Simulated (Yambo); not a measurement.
# Optical response of V₂H

```
CELL_PARAMETERS angstrom
      2.21345    -1.46955     0.00000
      2.21345     1.46955     0.00000
     -0.56451     0.00000     4.39285
ATOMIC_POSITIONS crystal
  H  0.00000 0.00000 0.00000
  V  0.26961 0.26961 0.73227
  V  0.73039 0.73039 0.26773
```

Yambo, RPA with local fields on LDA bands; 16×16×10 mesh, 47 bands, 4 Ry local-field block, 0.25 eV broadening; field along x.

```json
[
 {"E (eV)": "0.6", "Im ε": "31.4", "Im ε, independent particles": "31.5"},
 {"E (eV)": "1.1", "Im ε": "30.4", "Im ε, independent particles": "30.4"},
 {"E (eV)": "1.6", "Im ε": "30.5", "Im ε, independent particles": "30.5"},
 {"E (eV)": "2.1", "Im ε": "28.6", "Im ε, independent particles": "28.9"},
 {"E (eV)": "2.6", "Im ε": "25.9", "Im ε, independent particles": "26.2"},
 {"E (eV)": "3.1", "Im ε": "25.1", "Im ε, independent particles": "25.2"},
 {"E (eV)": "3.6", "Im ε": "21.2", "Im ε, independent particles": "21.2"},
 {"E (eV)": "4.1", "Im ε": "14.3", "Im ε, independent particles": "14.3"},
 {"E (eV)": "4.6", "Im ε": "9.06", "Im ε, independent particles": "8.98"},
 {"E (eV)": "5.1", "Im ε": "5.85", "Im ε, independent particles": "5.76"},
 {"E (eV)": "5.6", "Im ε": "4.16", "Im ε, independent particles": "4.06"},
 {"E (eV)": "6.1", "Im ε": "3.37", "Im ε, independent particles": "3.29"},
 {"E (eV)": "6.6", "Im ε": "3.52", "Im ε, independent particles": "3.51"},
 {"E (eV)": "7.1", "Im ε": "3.27", "Im ε, independent particles": "3.46"},
 {"E (eV)": "7.6", "Im ε": "2.82", "Im ε, independent particles": "3.09"},
 {"E (eV)": "8.1", "Im ε": "2.93", "Im ε, independent particles": "3.27"},
 {"E (eV)": "8.6", "Im ε": "3.39", "Im ε, independent particles": "3.46"},
 {"E (eV)": "9.1", "Im ε": "3.89", "Im ε, independent particles": "3.89"},
 {"E (eV)": "9.6", "Im ε": "4.19", "Im ε, independent particles": "4.04"},
 {"E (eV)": "10.1", "Im ε": "3.99", "Im ε, independent particles": "3.87"},
 {"E (eV)": "10.6", "Im ε": "3.24", "Im ε, independent particles": "3.21"},
 {"E (eV)": "11.1", "Im ε": "2.60", "Im ε, independent particles": "2.60"},
 {"E (eV)": "11.6", "Im ε": "2.30", "Im ε, independent particles": "2.31"},
 {"E (eV)": "12.1", "Im ε": "2.19", "Im ε, independent particles": "2.16"},
 {"E (eV)": "12.6", "Im ε": "2.16", "Im ε, independent particles": "2.13"},
 {"E (eV)": "13.1", "Im ε": "1.94", "Im ε, independent particles": "1.90"},
 {"E (eV)": "13.6", "Im ε": "1.84", "Im ε, independent particles": "1.83"},
 {"E (eV)": "14.1", "Im ε": "2.02", "Im ε, independent particles": "2.06"},
 {"E (eV)": "14.6", "Im ε": "2.17", "Im ε, independent particles": "2.27"},
 {"E (eV)": "15.1", "Im ε": "2.07", "Im ε, independent particles": "2.04"},
 {"E (eV)": "15.6", "Im ε": "1.84", "Im ε, independent particles": "1.81"},
 {"E (eV)": "16.1", "Im ε": "1.60", "Im ε, independent particles": "1.56"},
 {"E (eV)": "16.6", "Im ε": "1.41", "Im ε, independent particles": "1.39"},
 {"E (eV)": "17.1", "Im ε": "1.26", "Im ε, independent particles": "1.23"},
 {"E (eV)": "17.6", "Im ε": "1.10", "Im ε, independent particles": "1.08"},
 {"E (eV)": "18.1", "Im ε": "0.96", "Im ε, independent particles": "0.94"},
 {"E (eV)": "18.6", "Im ε": "0.87", "Im ε, independent particles": "0.84"},
 {"E (eV)": "19.1", "Im ε": "0.77", "Im ε, independent particles": "0.74"},
 {"E (eV)": "19.6", "Im ε": "0.72", "Im ε, independent particles": "0.70"}
]
```

Only interband transitions are included: the Drude term is missing, so nothing below about 0.6 eV and no real part is shown. Peak heights and small wiggles depend on the k mesh.

Geometry of the Materials Project entry, not relaxed at this level.

The runs are not spin-polarised; magnetic order was not tried.
